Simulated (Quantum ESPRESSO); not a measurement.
## SiAl2ZnN4 (input and log of a self-consistent run)

Computed values, not a measurement. The program is pw.x of Quantum ESPRESSO 7.5 (plane-wave density functional theory). The cell is made up: 8 atoms on a zincblende/diamond lattice, with randomly drawn elements, strain and displacements, not relaxed. PseudoDojo standard norm-conserving files (v0.5 for PBE, v0.4.1 for LDA and PBEsol) set the functional; there is no spin polarisation, spin-orbit coupling or dispersion term, and the masses in the input are unused placeholders.

Input:

```
&control calculation='scf', pseudo_dir='./dojo.nc.sr.pbe.v0_5.standard.upf', outdir='./o', disk_io='low', tprnfor=.true., tstress=.true. /
&system ibrav=0, nat=8, ntyp=4, nbnd=31, ecutwfc=84.00895049, nosym=.true., tot_charge=0,
 occupations='smearing', smearing='fd', degauss=0.0018374661
/
&electrons conv_thr=7.350e-09, electron_maxstep=60, /
ATOMIC_SPECIES
Al 1.0 Al.upf
N 1.0 N.upf
Si 1.0 Si.upf
Zn 1.0 Zn.upf
CELL_PARAMETERS angstrom
4.4944 -0.0095 0.0315
-0.0097 4.5797 0.0393
0.0314 0.0392 4.4542
ATOMIC_POSITIONS angstrom
Si 0.0009 -0.0226 0.0522
Al 0.0008 2.3302 2.2072
Zn 2.2574 0.0412 2.229
Al 2.243 2.3043 0.0467
N 1.146 1.1543 1.1261
N 1.151 3.5152 3.3459
N 3.3756 1.1713 3.3869
N 3.3449 3.3954 1.1306
K_POINTS automatic
4 4 4 1 1 1
```

The log is shortened where brackets say so; the opening notice, blank lines, dates and the lines on written files are dropped, and the path of the files is cut. It prints rydbergs, bohrs and kilobars, and counts compression as positive stress.

```
     Program PWSCF v.7.5
     Parallel version (MPI & OpenMP), running on       4 processor cores
     Number of MPI processes:                 4
     Threads/MPI process:                     1
     [start-up lines left out]
     bravais-lattice index     =            0
     lattice parameter (alat)  =       8.4934  a.u.
     unit-cell volume          =     618.6126 (a.u.)^3
     number of atoms/cell      =            8
     number of atomic types    =            4
     number of electrons       =        50.00
     number of Kohn-Sham states=           31
     kinetic-energy cutoff     =      84.0090  Ry
     charge density cutoff     =     336.0358  Ry
     scf convergence threshold =      7.3E-09
     mixing beta               =       0.7000
     number of iterations used =            8  plain     mixing
     Exchange-correlation= PBE
                           (   1   4   3   4   0   0   0)
     [axes and pseudopotential details left out]
   Cartesian axes
     site n.     atom                  positions (alat units)
         1        Si     tau(   1) = (   0.0002002  -0.0050283   0.0116141  )
         2        Al     tau(   2) = (   0.0001780   0.5184535   0.4910869  )
         3        Zn     tau(   3) = (   0.5022560   0.0091667   0.4959372  )
         4        Al     tau(   4) = (   0.4990521   0.5126910   0.0103904  )
         5        N      tau(   5) = (   0.2549771   0.2568238   0.2505495  )
         6        N      tau(   6) = (   0.2560896   0.7821079   0.7444398  )
         7        N      tau(   7) = (   0.7510479   0.2606062   0.7535620  )
         8        N      tau(   8) = (   0.7442173   0.7554532   0.2515508  )
     number of k points=    32  Fermi-Dirac smearing, width (Ry)=  0.0018
                       cart. coord. in units 2pi/alat
        k(    1) = (   0.1243906   0.1218729   0.1241821), wk =   0.0625000
        k(    2) = (   0.1226178   0.1197041   0.3764767), wk =   0.0625000
     [further k points left out]
     Dense  grid:    64403 G-vectors     FFT dimensions: (  50,  54,  50)
     Estimated max dynamical RAM per process >     110.29 MB
     Estimated total dynamical RAM >     393.98 MB
     Initial potential from superposition of free atoms
     starting charge      49.9943, renormalised to      50.0000
     Starting wfcs are   38 randomized atomic wfcs
     total cpu time spent up to now is        3.0 secs
     per-process dynamical memory:    79.3 Mb
     Self-consistent Calculation
     iteration #  1     ecut=    84.01 Ry     beta= 0.70
     Davidson diagonalization with overlap
     ethr =  1.00E-02,  avg # of iterations =  3.2
     total cpu time spent up to now is        7.4 secs
     total energy              =    -518.31429295 Ry
     estimated scf accuracy    <       2.16390384 Ry
     iteration #  2     ecut=    84.01 Ry     beta= 0.70
     Davidson diagonalization with overlap
     ethr =  4.33E-03,  avg # of iterations =  2.1
     total cpu time spent up to now is       11.5 secs
     total energy              =    -518.95173720 Ry
     estimated scf accuracy    <       2.06146264 Ry
     iteration #  3     ecut=    84.01 Ry     beta= 0.70
     Davidson diagonalization with overlap
     ethr =  4.12E-03,  avg # of iterations =  2.0
     total cpu time spent up to now is       15.1 secs
     total energy              =    -519.27936444 Ry
     estimated scf accuracy    <       0.03106597 Ry
     iteration #  4     ecut=    84.01 Ry     beta= 0.70
     Davidson diagonalization with overlap
     ethr =  6.21E-05,  avg # of iterations =  4.8
     total cpu time spent up to now is       20.3 secs
     total energy              =    -519.29850198 Ry
     estimated scf accuracy    <       0.00845612 Ry
     iteration #  5     ecut=    84.01 Ry     beta= 0.70
     Davidson diagonalization with overlap
     ethr =  1.69E-05,  avg # of iterations =  6.5
     total cpu time spent up to now is       24.8 secs
     total energy              =    -519.29885717 Ry
     estimated scf accuracy    <       0.00449861 Ry
     [iterations 6 to 8 left out]
     iteration #  9     ecut=    84.01 Ry     beta= 0.70
     Davidson diagonalization with overlap
     ethr =  7.98E-09,  avg # of iterations =  3.6
     total cpu time spent up to now is       41.4 secs
     total energy              =    -519.29889534 Ry
     estimated scf accuracy    <       0.00000662 Ry
     iteration # 10     ecut=    84.01 Ry     beta= 0.70
     Davidson diagonalization with overlap
     ethr =  7.98E-09,  avg # of iterations =  2.0
     total cpu time spent up to now is       44.8 secs
     total energy              =    -519.29889516 Ry
     estimated scf accuracy    <       0.00000151 Ry
     iteration # 11     ecut=    84.01 Ry     beta= 0.70
     Davidson diagonalization with overlap
     ethr =  3.02E-09,  avg # of iterations =  2.0
     total cpu time spent up to now is       48.4 secs
     total energy              =    -519.29889544 Ry
     estimated scf accuracy    <       0.00000001 Ry
     iteration # 12     ecut=    84.01 Ry     beta= 0.70
     Davidson diagonalization with overlap
     ethr =  3.00E-11,  avg # of iterations =  5.0
     total cpu time spent up to now is       53.3 secs
     total energy              =    -519.29889546 Ry
     estimated scf accuracy    <       0.00000002 Ry
     iteration # 13     ecut=    84.01 Ry     beta= 0.70
     Davidson diagonalization with overlap
     ethr =  3.00E-11,  avg # of iterations =  2.0
     total cpu time spent up to now is       56.5 secs
     End of self-consistent calculation
     [lines on levels left out]
!    total energy              =    -519.29889546 Ry
     estimated scf accuracy    <          3.2E-09 Ry
     smearing contrib. (-TS)   =      -0.00000000 Ry
     internal energy E=F+TS    =    -519.29889546 Ry
     The total energy is F=E-TS. E is the sum of the following terms:
     one-electron contribution =    -414.74231239 Ry
     hartree contribution      =     230.13134704 Ry
     xc contribution           =     -77.02470993 Ry
     ewald contribution        =    -257.66322018 Ry
     convergence has been achieved in  13 iterations
     Forces acting on atoms (cartesian axes, Ry/au):
     atom    1 type  3   force =    -0.00312236    0.01994883   -0.04825485
     atom    2 type  1   force =     0.00646544   -0.01579323    0.03477578
     atom    3 type  4   force =     0.02912820    0.00562731    0.00148228
     atom    4 type  1   force =    -0.00955125   -0.01356350   -0.03900098
     atom    5 type  2   force =    -0.10380219    0.00813678   -0.07554341
     atom    6 type  2   force =    -0.10047279   -0.04169965    0.10450239
     atom    7 type  2   force =     0.08786807    0.00710558    0.07156208
     atom    8 type  2   force =     0.09348689    0.03023788   -0.04952329
     Total force =     0.266865     Total SCF correction =     0.000060
     Computing stress (Cartesian axis) and pressure
          total   stress  (Ry/bohr**3)                   (kbar)     P=     -123.55
  -0.00079668   0.00004046  -0.00010169         -117.20        5.95      -14.96
   0.00004046  -0.00104829  -0.00021218            5.95     -154.21      -31.21
  -0.00010169  -0.00021218  -0.00067474          -14.96      -31.21      -99.26
     init_run     :      2.77s CPU      2.86s WALL (       1 calls)
     electrons    :     53.20s CPU     53.54s WALL (       1 calls)
     forces       :      0.65s CPU      0.68s WALL (       1 calls)
     stress       :      2.25s CPU      2.25s WALL (       1 calls)
     [timing details left out]
     PWSCF        :     59.06s CPU     59.56s WALL
     JOB DONE.
```

In other units: free energy -7065.421 eV for the cell, pressure -12.36 GPa, largest force component 2.687 eV/Å. A rerun of the same cell at another strain at 1437 eV and a 6 x 6 x 6 mesh moved values by no more than 0.003 eV in energy, 0.02 GPa in stress and 0.002 eV/Å in force.